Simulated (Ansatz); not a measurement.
FeS2:
```
CELL_PARAMETERS angstrom
      4.36739     0.00000     0.00000
      0.00000     5.33321     0.00000
      0.00000     0.00000     3.34439
ATOMIC_POSITIONS crystal
  Fe 0.00000 0.00000 0.00000
  Fe 0.50000 0.50000 0.50000
  S  0.20715 0.37443 0.00000
  S  0.70715 0.12557 0.50000
  S  0.29285 0.87443 0.50000
  S  0.79285 0.62557 0.00000
```

Cartesian axes are those of the cell as given.

**Question.** Give the high-frequency dielectric tensor and the Born effective charge tensors of the independent atoms from DFPT, PBEsol in the plane-wave PAW code Ansatz.

**Answer.** 
ε∞:
```
21.4  0.00  0.00
0.00  20.1  0.00
0.00  0.00  18.6
```
Z* of atom 1 (Fe), rows: field, columns: displacement, in e:
```
-4.95  -0.69   0.00
-0.69  -5.57   0.00
 0.00   0.00  -4.09
```
Z* of atom 3 (S), rows: field, columns: displacement, in e:
```
 2.47  -0.24   0.00
-0.30   2.78   0.00
 0.00   0.00   2.04
```

Space group Pnnm. Symmetry was held in the PBEsol relaxation. The workflow began spin-polarised and lost its moments.

Potentials: the later of the program's two PAW sets.
